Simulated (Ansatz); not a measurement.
**Computed energy against volume: TaC (rock salt)**

TaC (rock salt), conventional cell a = 4.4759 Å, b = 4.4759 Å, c = 4.4759 Å, α = 90.00°, β = 90.00°, γ = 90.00°. The calculation uses the primitive cell of 2 atoms, to which meshes and values per cell refer.

This relaxed cell (volume V₀) is scaled evenly in all directions, its shape held. Symmetry pins the atoms to their sites.

Computed with PBE (plane waves to 420 eV, PAW, scalar-relativistic; Ansatz, a program for electronic structure). k mesh 18×18×18 (Γ-centred), Fermi-Dirac smearing 0.05 eV. The energy includes the smearing's −TS. Stress and pressure are positive under compression. Spin-orbit coupling is left out, though Ta is heavy. TaC is run without spin polarisation. TaC was relaxed with its symmetry unable to fall. ΔE is measured from the relaxed starting cell.

```json
[
 {"V/V₀": "0.900", "ΔE (kJ/mol of atoms)": "13.1", "P (GPa)": "42.6"},
 {"V/V₀": "0.917", "ΔE (kJ/mol of atoms)": "8.8", "P (GPa)": "33.8"},
 {"V/V₀": "0.933", "ΔE (kJ/mol of atoms)": "5.5", "P (GPa)": "25.8"},
 {"V/V₀": "0.950", "ΔE (kJ/mol of atoms)": "3.0", "P (GPa)": "18.5"},
 {"V/V₀": "0.967", "ΔE (kJ/mol of atoms)": "1.3", "P (GPa)": "11.8"},
 {"V/V₀": "0.983", "ΔE (kJ/mol of atoms)": "0.3", "P (GPa)": "5.6"},
 {"V/V₀": "1.000", "ΔE (kJ/mol of atoms)": "0.0", "P (GPa)": "0.0"},
 {"V/V₀": "1.017", "ΔE (kJ/mol of atoms)": "0.3", "P (GPa)": "-5.2"},
 {"V/V₀": "1.033", "ΔE (kJ/mol of atoms)": "1.1", "P (GPa)": "-9.9"},
 {"V/V₀": "1.050", "ΔE (kJ/mol of atoms)": "2.5", "P (GPa)": "-14.3"},
 {"V/V₀": "1.067", "ΔE (kJ/mol of atoms)": "4.3", "P (GPa)": "-18.3"},
 {"V/V₀": "1.083", "ΔE (kJ/mol of atoms)": "6.6", "P (GPa)": "-21.9"},
 {"V/V₀": "1.100", "ΔE (kJ/mol of atoms)": "9.3", "P (GPa)": "-25.3"}
]
```

Read from the data:

Pressure at the smallest volume: 42.6 GPa
Energy cost of the largest compression: 136 meV/atom
Energy cost of the largest expansion: 96 meV/atom
Bulk modulus B₀ (third-order Birch-Murnaghan fit): 324 GPa
Pressure derivative B₀′ (fit): 4.2
Equilibrium volume of the fit: 11.21 Å³/atom
Pressure for 5 % compression (fit): 18.5 GPa

(Under strain, the slope of the energy per volume gives the stress and its curvature an elastic modulus.)
